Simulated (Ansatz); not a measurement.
CrGe in space group P2_13 (No. 198; Cr on 4a, Ge on 4a) at seven volumes, the program Ansatz at the PBEsol level (PAW), shape and atoms relaxed at each. One row is withheld.

```tsv
V (Å³/atom)	P (GPa)
11.813	20.74
12.202	12.38
12.591	5.79
12.981	0.00
13.370	-4.72
13.760	-8.95
14.149	?
```

**Question.** Fit the shown pressures and predict the withheld one.

**Answer.** P = (3/2)B₀(x^(7/2) − x^(5/2))[1 + (3/4)(B′ − 4)(x − 1)] with x = (V₀/V)^(2/3). Least squares on the six rows gives V₀ = 12.980 Å³/atom, B₀ = 175 GPa, B′ = 4.79. At V = 14.149, x = 0.9441 and P = -12.28 GPa. The run itself gave -12.46 GPa.

The workflow started from a Materials Project entry (that database holds measured and hypothetical structures alike); the Crystallography Open Database copy checked does not list it. Whether it is the stable phase at ambient conditions was not checked. The cell was relaxed with PBEsol under the symmetry of its start; whether a distortion lowers the energy is not shown. Magnetic state: ferromagnetic, chosen from 4 collinear starts compared on coarse meshes (ties went to the first, and starts can fall back to one state), not a proven ground state.

Potentials: the later of the program's two PAW sets.
